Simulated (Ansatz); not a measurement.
PtC in space group P-6m2 (No. 187; Pt on 1a, C on 1d) at seven volumes, PBE in the plane-wave PAW code Ansatz, shape and atoms relaxed at each. One row is withheld.

```
V (Å³/atom)  P (GPa)
-----------  -------
10.322         29.43
10.662         17.70
11.002          7.95
11.343          0.00
11.683         -6.56
12.023        -12.08
12.364             ?
```

Problem. Fit the shown pressures and predict the withheld one.

Solution. Third-order Birch–Murnaghan: P = (3/2)B₀(x^(7/2) − x^(5/2))[1 + (3/4)(B′ − 4)(x − 1)] with x = (V₀/V)^(2/3). Least squares on the six rows gives V₀ = 11.342 Å³/atom, B₀ = 242.0 GPa, B′ = 5.41. At V = 12.364, x = 0.9441 and P = -16.53 GPa. The run itself gave -16.58 GPa.

The start of the workflow was typed in or built on a structure type; neither database checked (COD, Materials Project) lists it. Whether it is the stable phase at ambient conditions was not checked. The cell was relaxed with PBE under the symmetry of its start; whether a distortion lowers the energy is not shown. The run is not spin-polarised. Its formation energy is positive at this level, so the cell may be metastable or incomplete. Spin–orbit coupling is left out wherever it is not named.

Potentials: the earlier of the program's two PAW sets.
